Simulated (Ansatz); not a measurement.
Relaxed-ion elastic tensor of HfB (rock salt, space group No. 225) in GPa (Voigt order), DFT-LDA in the program Ansatz with PAW potentials; density 11.74 g/cm³, 13.38 Å³ per atom.

```
 439  63.8  63.8   0.0   0.0   0.0
63.8   439  63.8   0.0   0.0   0.0
63.8  63.8   439   0.0   0.0   0.0
 0.0   0.0   0.0  60.9   0.0   0.0
 0.0   0.0   0.0   0.0  60.9   0.0
 0.0   0.0   0.0   0.0   0.0  60.9
```

### Question
Is the crystal mechanically stable?

### Answer
Yes: the smallest eigenvalue of C is 60.9 GPa.

### Question
Work out the Voigt, Reuss and Hill averages.

### Answer
K_V = 189, K_R = 189, K_H = 189; G_V = 112, G_R = 83.4, G_H = 97.5 GPa.

### Question
Give Young's modulus, Poisson's ratio, Pugh's ratio and the universal anisotropy index.

### Answer
E = 9KG/(3K + G) = 249 GPa; ν = 0.28; K/G = 1.94 (ductile by the Pugh limit of 1.75); A_U = 5G_V/G_R + K_V/K_R − 6 = 1.68.

### Question
Estimate the sound speeds and the Debye temperature.

### Answer
v_l = √((K + 4G/3)/ρ) = 5210 m/s, v_t = √(G/ρ) = 2880 m/s, mean 3210 m/s; Θ = (h/k)(3n/4πV)^(1/3) v_m = 402 K.

### Question
Give the Zener ratio and Young's modulus along [100], [110] and [111].

### Answer
A = 2C44/(C11 − C12) = 0.33; 1/E = S11 − 2(S11 − S12 − S44/2)Γ with Γ = 0, 1/4, 1/3 gives 422, 195, 165 GPa.

Space group Fm-3m (rock salt). The workflow started from an entry of the Crystallography Open Database (COD). Its standing as an ambient phase is unchecked. The cell was relaxed with LDA under the symmetry of its start; of distortions, only those at the zone centre were tested. The run is not spin-polarised. As this level gives no gap, shear constants depend on the k-mesh and smearing (Fermi–Dirac, 0.1 eV here). Spin–orbit coupling is left out wherever it is not named.

Potentials: the later of the program's two PAW sets.
